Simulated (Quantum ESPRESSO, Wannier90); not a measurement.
Tight-binding from DFT: YSi2 (P6/mmm)

```
begin unit_cell_cart
ang
    4.0754900550    0.0000000000    0.0000000000
   -2.0377450275    3.5294779205    0.0000000000
    0.0000000000    0.0000000000    3.9901300000
end unit_cell_cart
begin atoms_frac
Y    0.0000000000  0.0000000000  0.0000000000
Si   0.3333333333 -0.3333333333  0.5000000000
Si  -0.3333333333  0.3333333333  0.5000000000
end atoms_frac
```

Structure: Materials Project mp-2568, symmetrised, not relaxed again. COD (Crystallography Open Database) has an entry of this formula and space group (matched by these alone). Level: PBEsol, spinors with spin-orbit coupling; pw.x of Quantum ESPRESSO at 58 Ry with PseudoDojo potentials, 6×6×6 k-points, Wannier90. Density: 12×12×8 mesh, cold smearing 0.01 Ry.

A tight-binding model is made by disentanglement and projection with no localisation steps (num_iter = 0), so the 34 orbitals stay atom-like: hydrogen-like Y: s;p;d; Si: s;p, axes along x, y, z; frozen window up to 1.50 eV relative to the Fermi level. It follows pw.x to 19 meV rms for states up to 1.0 eV relative to the Fermi level. Matrix elements depend on this choice of orbitals and windows.

The 45 largest hoppings ⟨m,0|H|n,R⟩ between different sites (one of each Hermitian pair; signs follow the real orbitals' lobes; the list may end inside a set of equal values):

| m | n | R | distance of the centres (Å) | t (eV) | Im t (eV) |
|---|---|---|---|---|---|
| Si2 py↑ | Si3 py↑ | 1 0 0 | 2.55 | 3.193 | 0.000 |
| Si2 py↓ | Si3 py↓ | 1 0 0 | 2.55 | 3.193 | 0.000 |
| Si2 s↑ | Si3 py↑ | 1 0 0 | 2.45 | 2.619 | 0.000 |
| Si2 s↓ | Si3 py↓ | 1 0 0 | 2.45 | 2.619 | 0.000 |
| Si2 py↑ | Si3 s↑ | 1 0 0 | 2.45 | -2.619 | 0.000 |
| Si2 py↓ | Si3 s↓ | 1 0 0 | 2.45 | -2.619 | 0.000 |
| Si3 s↑ | Si2 px↑ | 0 1 0 | 2.40 | 2.268 | -0.001 |
| Si3 s↓ | Si2 px↓ | 0 1 0 | 2.40 | 2.268 | 0.001 |
| Si3 px↑ | Si2 s↑ | 0 1 0 | 2.40 | -2.268 | -0.001 |
| Si3 px↓ | Si2 s↓ | 0 1 0 | 2.40 | -2.268 | 0.001 |
| Si2 s↑ | Si3 px↑ | 1 -1 0 | 2.40 | 2.268 | 0.001 |
| Si2 s↓ | Si3 px↓ | 1 -1 0 | 2.40 | 2.268 | -0.001 |
| Si2 px↑ | Si3 s↑ | 1 -1 0 | 2.40 | -2.268 | 0.001 |
| Si2 px↓ | Si3 s↓ | 1 -1 0 | 2.40 | -2.268 | -0.001 |
| Si2 px↑ | Si3 px↑ | 1 -1 0 | 2.46 | 2.109 | 0.000 |
| Si2 px↓ | Si3 px↓ | 1 -1 0 | 2.46 | 2.109 | 0.000 |
| Si3 px↑ | Si2 px↑ | 0 1 0 | 2.46 | 2.109 | 0.000 |
| Si3 px↓ | Si2 px↓ | 0 1 0 | 2.46 | 2.109 | 0.000 |
| Si2 px↑ | Si3 py↑ | 1 -1 0 | 2.35 | -1.878 | 0.003 |
| Si2 px↓ | Si3 py↓ | 1 -1 0 | 2.35 | -1.878 | -0.003 |
| Si2 py↑ | Si3 px↑ | 1 -1 0 | 2.35 | -1.878 | -0.003 |
| Si2 py↓ | Si3 px↓ | 1 -1 0 | 2.35 | -1.878 | 0.003 |
| Si3 px↑ | Si2 py↑ | 0 1 0 | 2.35 | 1.878 | 0.003 |
| Si3 px↓ | Si2 py↓ | 0 1 0 | 2.35 | 1.878 | -0.003 |
| Si3 py↑ | Si2 px↑ | 0 1 0 | 2.35 | 1.878 | -0.003 |
| Si3 py↓ | Si2 px↓ | 0 1 0 | 2.35 | 1.878 | 0.003 |
| Si3 s↑ | Si2 s↑ | 0 1 0 | 2.35 | -1.602 | 0.000 |
| Si3 s↓ | Si2 s↓ | 0 1 0 | 2.35 | -1.602 | 0.000 |
| Si2 s↑ | Si3 s↑ | 1 0 0 | 2.35 | -1.602 | 0.000 |
| Si2 s↓ | Si3 s↓ | 1 0 0 | 2.35 | -1.602 | 0.000 |
| Si2 s↑ | Si3 s↑ | 1 -1 0 | 2.35 | -1.602 | 0.000 |
| Si2 s↓ | Si3 s↓ | 1 -1 0 | 2.35 | -1.602 | 0.000 |
| Si3 s↑ | Si2 py↑ | 0 1 0 | 2.31 | 1.310 | 0.001 |
| Si3 s↓ | Si2 py↓ | 0 1 0 | 2.31 | 1.310 | -0.001 |
| Si3 py↑ | Si2 s↑ | 0 1 0 | 2.31 | -1.310 | 0.001 |
| Si3 py↓ | Si2 s↓ | 0 1 0 | 2.31 | -1.310 | -0.001 |
| Si2 s↑ | Si3 py↑ | 1 -1 0 | 2.31 | -1.309 | 0.001 |
| Si2 s↓ | Si3 py↓ | 1 -1 0 | 2.31 | -1.309 | -0.001 |
| Si2 py↑ | Si3 s↑ | 1 -1 0 | 2.31 | 1.309 | 0.001 |
| Si2 py↓ | Si3 s↓ | 1 -1 0 | 2.31 | 1.309 | -0.001 |
| Y1 py↑ | Si2 pz↑ | 0 1 -1 | 3.08 | -1.204 | 0.000 |
| Y1 py↓ | Si2 pz↓ | 0 1 -1 | 3.08 | -1.204 | 0.000 |
| Y1 py↑ | Si2 pz↑ | 0 1 0 | 3.08 | 1.204 | 0.000 |
| Y1 py↓ | Si2 pz↓ | 0 1 0 | 3.08 | 1.204 | 0.000 |
| Si3 pz↑ | Y1 py↑ | 0 1 0 | 3.08 | -1.204 | 0.000 |
